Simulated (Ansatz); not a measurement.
LaGe₂Pd₂:
```
CELL_PARAMETERS angstrom
     -2.19554     2.19554     5.05179
      2.19554    -2.19554     5.05179
      2.19554     2.19554    -5.05179
ATOMIC_POSITIONS crystal
  La 0.00000 0.00000 0.00000
  Ge 0.62409 0.62409 0.00000
  Ge 0.37591 0.37591 0.00000
  Pd 0.25000 0.75000 0.50000
  Pd 0.75000 0.25000 0.50000
```

Relaxed with r²SCAN. Special points in fractions of this cell's reciprocal vectors: Γ (0.000, 0.000, 0.000); X (0.000, 0.000, 0.500); P (0.250, 0.250, 0.250); N (0.000, 0.500, 0.000); M (0.500, 0.500, -0.500); S (0.297, 0.703, -0.297); S0 (-0.297, 0.297, 0.297); R (-0.094, 0.094, 0.500); G (0.500, 0.500, -0.094).

### Question
List the band energies nearest the Fermi level at these points for the program Ansatz at the r²SCAN level (PAW).

### Answer
In eV from the Fermi level; about four levels below and three above (degenerate sets whole), none deeper than 8.9 eV; points with the same levels are listed once.

```
k                    below           above
-  -----------------------  --------------
Γ  -1.46 -1.26 -1.26 -0.12  1.16 1.16 2.19
X  -1.17 -1.01 -0.80 -0.70  2.22 2.27 2.40
P  -1.12 -1.12 -0.74 -0.74  2.06 2.35 2.35
N  -3.08 -2.58 -1.65 -0.35  1.31 1.83 1.86
M  -2.29 -1.46 -0.89 -0.89  0.83 1.04 2.18
S  -2.97 -2.95 -2.89 -0.30  0.07 0.25 1.99
R  -1.01 -0.78 -0.73 -0.46  2.25 2.28 2.39
```

Space group I4/mmm. The first step of the workflow began from a Materials Project structure, measured or hypothetical; the Crystallography Open Database copy checked does not list it. Whether it is the stable phase at ambient conditions was not checked. Symmetry was held in the r²SCAN relaxation; its stability against distortions is not shown here. No spin polarisation was allowed. Spin–orbit coupling is left out wherever it is not named.

Potentials: the earlier of the program's two PAW sets.
